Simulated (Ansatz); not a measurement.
**Os (P6_3/mmc): elasticity against pressure**

```yaml
crystal:
  lattice:
    - [2.72909, 0.00000, 0.00000]
    - [-1.36454, 2.36346, 0.00000]
    - [0.00000, 0.00000, 4.30698]
  atoms:
    - { symbol: Os, position: [0.33333, 0.66667, 0.25000] }
    - { symbol: Os, position: [0.66667, 0.33333, 0.75000] }
```

This is the zero-pressure cell. At each pressure cell and atoms are relaxed in this structure, and the constants are slopes of the stress at strains of ±0.005 with relaxed ions (the coefficients that govern stability under load). Level: PBEsol, PAW on Ansatz 0.2.0's default frozen-core files (fitted under PBE), scalar-relativistic; k mesh 20×20×12, strains of ±0.005, Fermi-Dirac smearing of 0.050 eV, cutoff 420 eV. P is the pressure of the relaxed cell, less that of this one.

```csv
P (GPa),V/V₀,C11 (GPa),C12 (GPa),C13 (GPa),C33 (GPa),C44 (GPa)
0.00,1.0000,806.7,236.0,226.5,906.0,276.6
0.99,0.9977,814.4,239.5,229.4,914.6,278.6
1.96,0.9955,822.0,242.8,232.2,923.0,280.5
4.00,0.9910,837.9,249.9,238.1,940.4,284.5
7.02,0.9845,861.0,260.2,246.7,965.9,290.2
9.99,?,?,?,?,?,?
15.02,0.9683,921.2,287.4,269.2,1032.3,305.2
```

**Question.** Does the bulk modulus from the constants agree with the pressure-volume curve?

**Answer.** A third-order Birch-Murnaghan fit to the volumes shown (F against f, f = [(V₀/V)^(2/3) − 1]/2) gives B₀ = 432.0 GPa and B′ = 4.7. Its −V dP/dV stands beside the Reuss value 1/ΣS_ij (i, j ≤ 3):

| P (GPa) | from P(V) | from the constants |
| --- | --- | --- |
| 0.00 | 432.0 | 432.1 |
| 0.99 | 436.7 | 436.9 |
| 1.96 | 441.3 | 441.5 |
| 4.00 | 451.0 | 451.1 |
| 7.02 | 465.1 | 465.2 |
| 15.02 | 502.2 | 502.1 |

**Question.** What are the pressure derivatives at zero pressure?

**Answer.** Slopes at V₀ of quadratic fits in −ln(V/V₀) through the first four rows shown, divided by B₀: dC11/dP = 7.9, dC12/dP = 3.5, dC13/dP = 2.9, dC33/dP = 8.7, dC44/dP = 2.0. The mean slopes up to 2.0 GPa are 7.8, 3.5, 2.9, 8.6, 2.0; curvature and scatter of the constants part the two.

**Question.** Fill the row at 9.99 GPa.

**Answer.** Cubic fits in −ln(V/V₀) through all rows shown give C11 = 883.6, C12 = 270.4, C13 = 255.1, C33 = 990.7, C44 = 295.9 GPa. Computed: V/V₀ = 0.9783, C11 (GPa) = 883.6, C12 (GPa) = 270.4, C13 (GPa) = 255.1, C33 (GPa) = 990.7, C44 (GPa) = 295.9.

**Question.** Does a shear stiffness soften?

**Answer.** C44 goes from 276.6 to 305.2 GPa; (C11 − C12)/2 goes from 285.3 to 316.9 GPa. Neither ends more than 3 % under its start, and the lattice stays mechanically stable over this range.

Known limits: no other phase was computed; many crystals of this kind change structure within this range, and rows or crossings beyond such a change describe a metastable lattice; frozen-core PAW files fitted under PBE, their cores solved anew for the functional of the run; responses of metals move with mesh and smearing; no spin-orbit coupling on heavy atoms; elastic stability says nothing of phonons or of other phases; phonons weren't checked at these pressures.
